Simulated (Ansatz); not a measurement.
Nb (bcc, W type)

```yaml
crystal:
  lattice:
    - [-1.65147, 1.65147, 1.65147]
    - [1.65147, -1.65147, 1.65147]
    - [1.65147, 1.65147, -1.65147]
  atoms:
    - { symbol: Nb, position: [0.00000, 0.00000, 0.00000] }
```

This relaxed cell (volume V₀) is scaled evenly in all directions, its shape held. Symmetry pins the atoms to their sites.

Calculation: r2SCAN (plane waves to 500 eV, PAW, scalar-relativistic; Ansatz, a quantum-chemistry and plane-wave program). k mesh 20×20×20 (Γ-centred), Fermi-Dirac smearing 0.05 eV. E stands for the smeared free energy. Stress and pressure are positive under compression. Nb is run without spin polarisation. Nb was relaxed with its symmetry unable to fall. The PAW data are Ansatz's earlier set. ΔE is measured from the relaxed starting cell.

| a (Å) | ΔE (eV/atom) | P (GPa) |
|---|---|---|
| 3.1890 | 0.115 | 22.3 |
| 3.2085 | … | 17.8 |
| 3.2278 | 0.048 | 13.6 |
| 3.2470 | … | 9.8 |
| 3.2658 | … | 6.3 |
| 3.2845 | 0.003 | 3.0 |
| 3.3029 | 0.000 | 0.0 |
| 3.3212 | 0.003 | -2.8 |
| 3.3392 | … | -5.4 |
| 3.3571 | 0.023 | -7.7 |
| 3.3748 | 0.039 | -9.9 |
| 3.3923 | 0.060 | -12.0 |
| 3.4096 | … | -13.9 |

Problem. What belongs in the gaps?

Solution. 
- 3.2085, ΔE (eV/atom): 0.078
- 3.2470, ΔE (eV/atom): 0.026
- 3.2658, ΔE (eV/atom): 0.011
- 3.3392, ΔE (eV/atom): 0.010
- 3.4096, ΔE (eV/atom): 0.084

(Under strain, the slope of the energy per volume gives the stress and its curvature an elastic modulus.)
